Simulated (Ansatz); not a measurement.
Property card for Ga2Pt

Ga₂Pt (fluorite or antifluorite type, space group No. 225), a = 5.934 Å, b = 5.934 Å, c = 5.934 Å, α = 90.00°, β = 90.00°, γ = 90.00°; the cell used has 3 atoms.

Space group Fm-3m (No. 225), fluorite or antifluorite type; conventional cell a = b = c = 5.934 Å, α = β = γ = 90.00°.

Method: plane-wave PAW r²SCAN (Ansatz code). Geometry: relaxed at this level of theory. Other levels are named where they apply.

Cell and energy:

```
Quantity                                                      Result
-----------------------------------------------------  -------------
Volume per atom                                             17.41 Å³
Density                                                  10.64 g/cm³
Formation energy from the elements (no fitted shifts)  -0.63 eV/atom
```

Electronic structure:

```
Property                                                                     Value
------------------------------------  --------------------------------------------
Electronic character                                             metallic (no gap)
Density of states at the Fermi level  0.36 states/eV per atom (mean over ±0.08 eV)
```

The workflow started from a Materials Project entry (that database holds measured and hypothetical structures alike); the Crystallography Open Database files this formula in space group No. 225, but the cells were not matched. Whether it is the stable phase at ambient conditions was not checked. Symmetry was held in the r²SCAN relaxation; its stability against distortions is not shown here. No spin polarisation was allowed. The references are the lowest solids computed at this level, not always the standard phases. Spin–orbit coupling is left out wherever it is not named.

Potentials: the earlier of the program's two PAW sets.
